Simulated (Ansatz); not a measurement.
MgI2 built on the CdI2 prototype, relaxed with r2SCAN+rVV10, was run in the PAW code Ansatz under altered settings. All numbers are computed, without spin polarisation but where a row says otherwise.

```xyz
3
Lattice="4.1572 0.0000 0.0000 -2.0786 3.6003 0.0000 0.0000 0.0000 6.8733" Properties=species:S:1:pos:R:3 pbc="T T T"
Mg    0.0000    0.0000    0.0000
I     0.0000    2.4002    1.6676
I     2.0786    1.2001    5.2057
```

The base run's other keys:
```yaml
kpoints:
  mp_grid: { grid: [6, 6, 2] }
hamiltonian:
  xc: hse06
scf:
  occupations: { method: fixed }
  n_extra_bands: 4
```

It takes 15 iterations with 1973 plane waves at 420 eV and 14 k points, and leaves a mean stress of +0.42 GPa. The gap over this mesh is 4.503 eV. It ran on 4 threads of Arm Neoverse N1, on a shared host.

Outcomes, with energy and stress as changes against the base:

| setting | outcome | ΔF (meV/atom) | Δ mean stress (GPa) | gap on the mesh (eV) | iterations | wall time |
| --- | --- | --- | --- | --- | --- | --- |
| PBE hybrid, exx coeff 1.0, omega 0.1 1/Å | converged | – | -2.1 | 8.984 | 26 | 46 s |
| hamiltonian.xc: r2scan50 (cutoff then 500 eV) | converged | – | -0.7 | 7.060 | 20 | 59 s |
| PBE hybrid, exx coeff 0.1, unscreened | converged | – | +0.4 | 4.203 | 13 | 25 s |
| hamiltonian.xc: lc_wpbe | converged | – | -0.8 | 9.397 | 20 | 45 s |
| scf.exx.max_outer_iter: 1 | refused | – | – | – | – | 1.3 s |
| basis.ecutwfc: 900 | cut off | – | – | – | 14 | 2.6 min |

A dash marks a value that wasn't obtained or can't be compared. «Cut off» means the job's short time limit, which needn't be the setting's fault. Stress is positive in compression. The base took 32 s. The base's mesh is coarse for a hybrid, so its own values aren't converged.

- PBE hybrid, exx coeff 1.0, omega 0.1 1/Å. That is 100 % exact exchange, screened with ω = 0.1 1/Å, against HSE06's 25 % screened at 0.208 1/Å. The mean stress moves by -2.1 GPa and the gap on the mesh by +4.481 eV (to 8.984). Totals of different functionals aren't comparable. The program warns that on this mesh the truncation of the exchange isn't bounded, so part of the change can be an error of the mesh.
- hamiltonian.xc: r2scan50. The cutoff follows the functional, from 420 to 500 eV. The mean stress moves by -0.7 GPa and the gap on the mesh by +2.557 eV (to 7.060). It's another functional on the same cell, so totals aren't comparable.
- PBE hybrid, exx coeff 0.1, unscreened. That is 10 % exact exchange, at all ranges, against HSE06's 25 % screened at 0.208 1/Å. The mean stress moves by +0.4 GPa and the gap on the mesh by -0.300 eV (to 4.203). Totals of different functionals aren't comparable.
- hamiltonian.xc: lc_wpbe. The mean stress moves by -0.8 GPa and the gap on the mesh by +4.894 eV (to 9.397). It's another functional on the same cell, so totals aren't comparable.
- scf.exx.max_outer_iter: 1. It is rejected at once. Error: invalid value for `scf.exx.max_outer_iter`: an exchange loop that starts behind the semilocal warm-up accepts no state before cycle 2, and this deck runs one: type 2 or more, or drop the key
- basis.ecutwfc: 900. It was cut off at its time limit, after 14 iterations (the base needs 15).

Spin-orbit coupling is left out, which matters wherever the heavy atoms make up the band edges.

The program warns that its thresholds are loose for a hybrid's stress.

The meshes of the hybrids are coarse, so their gaps aren't converged to the digits shown.
